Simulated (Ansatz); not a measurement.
The cell is the one relaxed in the Materials Project (mp-559), not relaxed further here; entries there can be hypothetical.

YPd₃: DFT, PBEsol, all-electron LAPW, scalar-relativistic (Ansatz 0.2.0).

Command: `ansatz run input.yaml --threads 1 --pin off --max-ram 4096MiB --backend cpu --events-out ev --progress --plain --runs-dir out` The run took 110 s on 1 thread of Arm Neoverse V2, with other jobs on the host, peak memory 0.66 GiB.

```yaml
crystal:
  lattice:
    - [4.09992176, 0.0, 0.0]
    - [0.0, 4.09992176, 0.0]
    - [0.0, 0.0, 4.09992176]
  atoms:
    - { symbol: "Y", position: [0.0, 0.0, 0.0] }
    - { symbol: Pd, position: [0.5, 0.5, 0.0] }
    - { symbol: Pd, position: [0.5, 0.0, 0.5] }
    - { symbol: Pd, position: [0.0, 0.5, 0.5] }
kpoints:
  mp_grid: { grid: [10, 10, 10] }
  band_path:
    path:
      - [0.0, 0.0, 0.0]
      - [0.0, 0.5, 0.0]
      - [0.5, 0.5, 0.0]
      - [0.0, 0.0, 0.0]
      - [0.5, 0.5, 0.5]
      - [0.0, 0.5, 0.0]
      - [0.5, 0.5, 0.5]
      - [0.5, 0.5, 0.0]
    npoints: 14
scf:
  occupations: { method: fermi_dirac, width: 0.05 }
hamiltonian:
  xc: pbesol
  pseudopotentials: { kind: all_electron, lapw: { basis_error: 0.001 } }
output:
  forces: true
  stress: true
  eigenvalues: true
  fatbands: true
  populations: true
  dos: { projected: true, de: 0.2, e_range: [-14, 8] }
```

Output:

```
Y: projections on atomic orbitals take those of the free atom 1s2 2s2 2p6 3s2 3p6 3d10 4s2 4p6 4d1 5s2, of charge +0.00 (hamiltonian.pseudopotentials.projection_atoms)
Pd: projections on atomic orbitals take those of the free atom 1s2 2s2 2p6 3s2 3p6 3d10 4s2 4p6 4d10, of charge +0.00 (hamiltonian.pseudopotentials.projection_atoms)
LAPW: plane waves up to 7.888 Å⁻¹, error target 1.0e-3 eV per atom; small_component_spin mean_spin; Y in spheres of 1.450 Å, 27 of its electrons in bands, Dirac shells []; Pd in spheres of 1.450 Å, 18 of its electrons in bands, Dirac shells []
Engine: ansatz 0.2.0
Pseudopotentials: kind: all_electron
Pseudopotential: Y, LAPW, valence charge 27, Koelling and Harmon's equation, gaussian nucleus
Pseudopotential: Pd, LAPW, valence charge 18, Koelling and Harmon's equation, gaussian nucleus
Functional definition: PBEsol
  exchange = pbesol_x
  correlation = pbesol_c
Crystal: 4 atoms, lattice volume = 68.917 Å³
Basis set: ecut = 237.08800881489958 eV, 587 PW (Γ), exchange–correlation at level 2
Bands: 49, of which v1, the nominal top of the filled ones, is band 41 counted from 1 (40 counted from 0)
Symmetry: 48 space group operations
Space group: Pm-3m (ITA 221), of the structure as read, at distance tolerance 4.1e-5 Å
k-points: 56 of 1000
Non-local potential: Y, projectors of the file, none
Non-local potential: Pd, projectors of the file, none
Initial density: superposition of atomic densities (chi_scale 0.1, normalization cell, long waves kept (reshape's long-wave potential 0.00 eV rms))
Initial wavefunctions: plane waves of lowest kinetic energy (no species holds an atomic orbital)
Functional: x = pbesol(κ = 0.804, μ = 0.12345679012345678), c = pbesol(β = 0.046)
iter 1 solved again at ethr=1.44e-2 eV; its pass at ethr=1.00e-1 eV (dr2=1.16e1 eV) is discarded
SCF iter   1: F=—  HF=-503798.214737 eV  |F-HF|=—  |Δ(HF+E_count)|=         —  Δρ=8.81e-2  dr2=1.17e1  ethr=1.44e-2  ⟨swp⟩=2.0  Hψ=18368  notcnv=0
preconditioner: auto → Kerker (q_TF=auto, 2.803 Å⁻¹)  [metal: Δε(μ)=0.006 eV  Ē_g=9.412 eV  σ=0.050 eV  W_gap=0.03  n_scr=26 (ndim 8)  ℏωp=27.9 eV  f_vac=0.000  D(μ)=3.28/eV (n_scr^D=26)]
SCF iter   2: F=—  HF=-503800.113955 eV  |F-HF|=—  |Δ(HF+E_count)|=    1.90e0  Δρ=4.85e-2  dr2=3.33e0  ethr=1.44e-2  ⟨swp⟩=3.0  Hψ=8306  notcnv=0
iter 3 solved again at ethr=1.43e-4 eV; its pass at ethr=4.12e-3 eV (dr2=1.16e-1 eV) is discarded
SCF iter   3: F=—  HF=-503790.830054 eV  |F-HF|=—  |Δ(HF+E_count)|=    9.28e0  Δρ=1.01e-2  dr2=1.16e-1  ethr=1.43e-4  ⟨swp⟩=2.0  Hψ=14475  notcnv=0
SCF iter   4: F=—  HF=-503790.665865 eV  |F-HF|=—  |Δ(HF+E_count)|=         —  Δρ=5.75e-3  dr2=2.56e-2  ethr=1.43e-4  ⟨swp⟩=2.0  Hψ=8513  notcnv=0
the basis was enlarged: its passes take 865.5 KiB over the memory plan, 1 of 1 planned eigensolver slots
SCF iter   5: F=—  HF=-503790.660648 eV  |F-HF|=—  |Δ(HF+E_count)|=   5.22e-3  Δρ=3.01e-3  dr2=1.08e-2  ethr=3.16e-5  ⟨swp⟩=2.0  Hψ=8047  notcnv=0
SCF iter   6: F=—  HF=-503790.659953 eV  |F-HF|=—  |Δ(HF+E_count)|=   6.95e-4  Δρ=1.51e-3  dr2=3.37e-3  ethr=1.33e-5  ⟨swp⟩=2.0  Hψ=8047  notcnv=0
SCF iter   7: F=—  HF=-503790.659249 eV  |F-HF|=—  |Δ(HF+E_count)|=   7.04e-4  Δρ=4.20e-4  dr2=3.18e-4  ethr=4.16e-6  ⟨swp⟩=2.0  Hψ=8047  notcnv=0
SCF iter   8: F=—  HF=-503790.659179 eV  |F-HF|=—  |Δ(HF+E_count)|=   7.02e-5  Δρ=1.82e-4  dr2=5.90e-5  ethr=3.92e-7  ⟨swp⟩=2.0  Hψ=8046  notcnv=0
SCF iter   9: F=—  HF=-503790.659168 eV  |F-HF|=—  |Δ(HF+E_count)|=   1.04e-5  Δρ=9.39e-5  dr2=1.74e-5  ethr=7.29e-8  ⟨swp⟩=2.0  Hψ=8046  notcnv=0
SCF iter  10: F=—  HF=-503790.659163 eV  |F-HF|=—  |Δ(HF+E_count)|=   5.43e-6  Δρ=3.62e-5  dr2=1.90e-6  ethr=2.15e-8  ⟨swp⟩=2.0  Hψ=8046  notcnv=0
SCF iter  11: F=-503790.659162 eV  HF=-503790.659163 eV  |F-HF|=3.35e-8  |Δ(HF+E_count)|=   5.00e-7  Δρ=8.54e-6  dr2=5.67e-8  ethr=2.34e-9  ⟨swp⟩=2.0  Hψ=8046  notcnv=0
SCF 1 converged in 11 iterations: F = -503790.659162 eV  dr2 = 5.67e-8
NSCF: frozen V_eff on 99 k-points
SCF converged after 11 iterations
Free energy (F): -503790.659162 eV
Harris-Foulkes:  -503790.659163 eV  (|F-HF|=3.35e-8)
Internal energy: -503790.644787 eV  (E = F + TS)
E sigma→0 (E₀):  -503790.651975 eV
Entropy (-TS):   -0.014376 eV (-3.594 meV/atom)
Fermi energy:    18.708045 eV
--- Per-component energies (eV) ---
  E_band       = -3295.836800
  E_kinetic    = 524581.909204
  E_xc         = -14499.677179
  E_electrostatic = -1013872.876811  (all electrons and nuclei)
  E_smearing   = -0.014376  (= −TS)
  E_closure    = 0.000000  (closes the sum)
  E_atoms      = -503768.923936  (free atoms, spherical and without spin; not in F)
  Σ components = -503790.659162   (vs F -503790.659162, Δ=0.00e0)
  Basis errors (estimates in eV, not in F): energy 1.6e-4 per atom: plane waves 1.3e-4 (9.2e-5 summed), levels above the bands 3.0e-78, relativity 1.9e-8, radial functions 3.2e-5, core shells 1.3e-6; eigenvalues (radial functions only) 7.2e-7; not estimated: angular momenta, meshes, grids; target (lapw.basis_error) 1.0e-3; muffin-tin radii Y 1.450 Å, Pd 1.450 Å
--- Forces (eV/Å), atoms counted from 1 ---
  atom   1  Y     -0.00000000     0.00000000     0.00000000
  atom   2  Pd     0.00000000    -0.00000000     0.00000000
  atom   3  Pd    -0.00000000     0.00000000     0.00000000
  atom   4  Pd     0.00000000    -0.00000000     0.00000000
  max |Σ_I F_I| component: 8.71e-31 eV/Å
--- Stress (GPa, compression-positive) ---
       -4.298006       0.000000       0.000000
        0.000000      -4.298006       0.000000
        0.000000       0.000000      -4.298006
  P = ⅓ Tr σ = -4.2980 GPa (-42.980 kbar)
--- Band table (eV; the first three rows and the last of 56) ---
  k-point 0: bands = ["-260.9832", "-260.9832", "-260.9832", "-125.8569", "-125.8569", "-125.8553", "-125.8553", "-125.8553", "-65.0681", "-65.0411", "-65.0411", "-30.9064", "-30.9064", "-30.9064", "-30.8463", "-30.8463", "-30.8463", "-30.6920", "-30.6920", "-30.6920", "-22.8351", "-2.9112", "-2.9112", "-2.9112", "12.4855", "14.0598", "14.0598", "14.3467", "14.5013", "14.5013", "14.5013", "16.5192", "16.5192", "16.5192", "17.7633", "17.7633", "18.2664", "18.6974", "18.6974", "18.6974", "22.2387", "22.2387", "22.2387", "22.3653", "22.3653", "24.6344", "24.6344", "24.6344", "29.2411"]
  k-point 1: bands = ["-260.9832", "-260.9832", "-260.9832", "-125.8569", "-125.8569", "-125.8553", "-125.8553", "-125.8553", "-65.0675", "-65.0417", "-65.0411", "-30.9044", "-30.9044", "-30.9038", "-30.8469", "-30.8469", "-30.8464", "-30.6951", "-30.6933", "-30.6933", "-22.8342", "-2.9248", "-2.9126", "-2.9126", "12.6071", "14.1276", "14.1394", "14.4055", "14.5401", "14.5668", "14.5668", "16.4677", "16.5543", "16.5543", "17.7041", "17.7695", "18.2038", "18.4975", "18.4975", "18.6975", "21.2838", "22.1810", "22.1810", "22.2984", "22.9430", "24.6071", "24.7489", "24.7489", "28.6143"]
  k-point 2: bands = ["-260.9832", "-260.9832", "-260.9832", "-125.8569", "-125.8569", "-125.8553", "-125.8553", "-125.8553", "-65.0658", "-65.0434", "-65.0411", "-30.8990", "-30.8990", "-30.8966", "-30.8487", "-30.8487", "-30.8468", "-30.7036", "-30.6970", "-30.6970", "-22.8316", "-2.9600", "-2.9163", "-2.9163", "12.9591", "14.3091", "14.3670", "14.5723", "14.6526", "14.7603", "14.7603", "16.3218", "16.6469", "16.6469", "17.5381", "17.7750", "18.0106", "18.0106", "18.0285", "18.6980", "20.0560", "21.9134", "21.9134", "22.1170", "23.2025", "24.5386", "25.2086", "25.2086", "27.7572"]
  k-point 55: bands = ["-260.9832", "-260.9832", "-260.9832", "-125.8569", "-125.8569", "-125.8553", "-125.8553", "-125.8553", "-65.0500", "-65.0500", "-65.0500", "-30.9291", "-30.9291", "-30.9291", "-30.8634", "-30.7903", "-30.7903", "-30.7903", "-30.6620", "-30.6620", "-22.8233", "-2.9849", "-2.9849", "-2.9849", "14.2147", "14.2147", "14.2147", "14.5084", "15.9961", "15.9961", "15.9961", "16.6391", "16.6391", "16.6391", "16.8382", "16.8382", "18.3856", "18.3856", "18.3856", "19.4888", "20.5046", "20.5046", "20.5046", "21.4057", "21.4057", "21.4057", "24.3155", "24.3155", "28.4205"]
--- Löwdin populations: 4 sites ---
  site symbol       q [e]
     0      Y     39.9332
     1     Pd     45.3980
     2     Pd     45.3980
     3     Pd     45.3980
  spilling = 0.004931 (of n_electrons = 177.000000)
```

populations.tsv:

```
# site	symbol	l	j	q
# orbitals = lowdin
# n_electrons = 177.000000
# spilling = 0.004931
# projection_atom_Y: 1s2 2s2 2p6 3s2 3p6 3d10 4s2 4p6 4d1 5s2
# projection_atom_Pd: 1s2 2s2 2p6 3s2 3p6 3d10 4s2 4p6 4d10
0	Y	0_1S	-	1.999999
0	Y	0_2S	-	1.999963
0	Y	0_3S	-	1.999302
0	Y	0_4S	-	1.986266
0	Y	0_5S	-	1.382262
0	Y	1_2P	-	5.999999
0	Y	1_3P	-	5.999974
0	Y	1_4P	-	5.992705
0	Y	2_3D	-	9.999989
0	Y	2_4D	-	2.572733
1	Pd	0_1S	-	1.999999
1	Pd	0_2S	-	1.999968
1	Pd	0_3S	-	1.999497
1	Pd	0_4S	-	1.993017
1	Pd	1_2P	-	5.999999
1	Pd	1_3P	-	5.999935
1	Pd	1_4P	-	5.991576
1	Pd	2_3D	-	9.999993
1	Pd	2_4D	-	9.414005
2	Pd	0_1S	-	1.999999
2	Pd	0_2S	-	1.999968
2	Pd	0_3S	-	1.999497
2	Pd	0_4S	-	1.993017
2	Pd	1_2P	-	5.999999
2	Pd	1_3P	-	5.999935
2	Pd	1_4P	-	5.991576
2	Pd	2_3D	-	9.999993
2	Pd	2_4D	-	9.414005
3	Pd	0_1S	-	1.999999
3	Pd	0_2S	-	1.999968
3	Pd	0_3S	-	1.999497
3	Pd	0_4S	-	1.993017
3	Pd	1_2P	-	5.999999
3	Pd	1_3P	-	5.999935
3	Pd	1_4P	-	5.991576
3	Pd	2_3D	-	9.999993
3	Pd	2_4D	-	9.414005
```

Spin polarisation is left out, and whether a magnetic state lies lower isn't shown here.
